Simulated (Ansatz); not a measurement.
S: a two-dimensional sheet

The cell was found from a structure generator's guess, not taken from experiment.

Computed with DFT PBE+D3(BJ), scalar-relativistic, plane waves, PAW (Ansatz). Settings: cutoff 420 eV, Γ-centred mesh 24×24×1 on the computed 2-atom cell, Gaussian smearing of 0.10 eV; no spin polarisation.

This is a two-dimensional sheet: the third axis spans vacuum and isn't periodic.

```
S
1.0
     2.35268    0.00000    0.00000
     0.00000    2.35268    0.00000
     0.00000    0.00000   30.73000
S
2
Direct
  0.50000 0.50000 0.23576
  0.50000 0.50000 0.34999
```

Energies count from the standard state of S at the same level.

```
Layer group                                       : p4/mmm (No. 61)
In-plane cell                                     : a = 2.353 Å, b = 2.353 Å, γ = 90.0°
Area per atom                                     : 2.77 Å²
Thickness between the outermost nuclei            : 3.51 Å
Energy over the standard state                    : +0.46 eV/atom
Band gap over mesh and path                       : none (metal or semimetal)
Density of states at the Fermi level              : 0.9 states/eV per cell
Löwdin character within 0.5 eV of the Fermi level : S 3p 89 %, S 3s 8 %
Bader charges (e)                                 : S1 0.00, S2 0.00
```

Levels along Γ–X–M–Γ, in eV from the Fermi level, sorted by energy at each point. Points in fractions of the primitive reciprocal vectors: Γ (0.000 0.000 0.000), X (0.000 0.500 0.000), M (0.500 0.500 0.000).
```tsv
point	k (1/Å, with 2π)	band 3	band 4	band 5	band 6	band 7	band 8	band 9
Γ	0.000	-5.62	-4.36	4.03	4.56	4.56	4.62	4.62
-	0.191	-5.51	-4.25	3.19	3.29	4.18	4.64	4.71
-	0.382	-5.17	-3.94	0.83	0.94	4.57	4.88	4.95
-	0.572	-4.63	-3.42	-1.61	-1.49	5.24	5.27	5.33
-	0.763	-3.92	-3.90	-3.79	-2.75	5.76	5.82	6.16
-	0.954	-5.97	-5.83	-3.09	-2.00	6.27	6.33	6.57
-	1.145	-7.61	-7.46	-2.35	-1.34	5.19	6.69	6.74
X	1.335	-8.32	-8.17	-2.02	-1.05	4.63	6.29	6.86
-	1.526	-8.22	-8.07	-1.92	-0.96	4.76	5.84	5.93
-	1.717	-7.91	-7.77	-1.61	-0.67	3.81	3.92	5.13
-	1.908	-7.42	-7.28	-1.12	-0.21	1.58	1.69	5.73
-	2.098	-6.79	-6.66	-0.63	-0.50	-0.46	0.39	6.49
-	2.289	-6.09	-5.97	-2.64	-2.52	0.22	1.04	5.04
-	2.480	-5.50	-5.39	-4.37	-4.26	0.83	1.59	3.73
M	2.671	-5.25	-5.25	-5.15	-5.15	1.08	1.81	3.24
-	2.940	-5.02	-4.91	-4.30	-4.17	0.56	1.35	4.21
-	3.210	-4.30	-4.20	-2.90	-2.76	-0.73	0.20	6.79
-	3.480	-3.12	-3.02	-2.27	-1.43	-1.30	-1.19	8.23
-	3.750	-3.66	-2.50	-1.48	-1.39	0.22	0.36	6.48
-	4.019	-4.73	-3.51	0.58	0.67	2.03	2.16	5.15
-	4.289	-5.40	-4.15	2.93	3.00	3.69	3.83	4.36
Γ	4.559	-5.62	-4.36	4.03	4.56	4.56	4.62	4.62
```

The last run used a 24×24×1 mesh for its 2-atom cell and Gaussian smearing of 0.10 eV.
